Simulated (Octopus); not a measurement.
BaTiO3 (P4mm, No. 99): band energies at special points

BaTiO₃ (P4mm, No. 99):
```xyz
5
Lattice="3.9904 0.0000 0.0000 0.0000 3.9904 0.0000 0.0000 0.0000 4.1027" Properties=species:S:1:pos:R:3 pbc="T T T"
Ba     1.9952     1.9952     2.3900
Ti     0.0000     0.0000     0.4104
O      0.0000     1.9952     0.2635
O      1.9952     0.0000     0.2635
O      0.0000     0.0000     2.2522
```
The cell is a database entry, not relaxed again.

Level: LDA. Code: Octopus 16.4. Numerical set-up: grid spacing about 0.16 Å, Γ-centred 6×6×6 k-mesh, no spin polarisation; PseudoDojo 0.4 LDA potentials. Spin-orbit coupling is left out.

Energies in eV against the valence band top; 40 electrons a cell outside the pseudopotentials' cores.

```
k-point (reduced)        band 16  band 17  band 18  band 19  band 20  band 21  band 22  band 23
-----------------------  -------  -------  -------  -------  -------  -------  -------  -------
Γ (0.000, 0.000, 0.000)    -1.48    -1.25    -0.59    -0.45    -0.45     1.76     2.18     2.18
X (0.000, 0.500, 0.000)    -1.99    -1.93    -1.72    -1.26    -1.07      ___     3.49     3.57
M (0.500, 0.500, 0.000)    -2.89    -1.90    -1.06    -1.06      ___     3.60     3.60     3.95
Z (0.000, 0.000, 0.500)    -2.06    -2.02    -1.99    -0.73    -0.73     1.89     3.50     3.50
R (0.000, 0.500, 0.500)    -2.69    -1.80    -1.03    -0.98      ___     3.51     3.53     3.86
A (0.500, 0.500, 0.500)    -2.52    -2.52    -0.27    -0.27     0.00     4.11     4.11     4.16
```

**Question.** What belongs in the gaps?

**Answer.** 
- M (0.500, 0.500, 0.000), band 20: -0.06
- X (0.000, 0.500, 0.000), band 21: 2.28
- R (0.000, 0.500, 0.500), band 20: -0.33
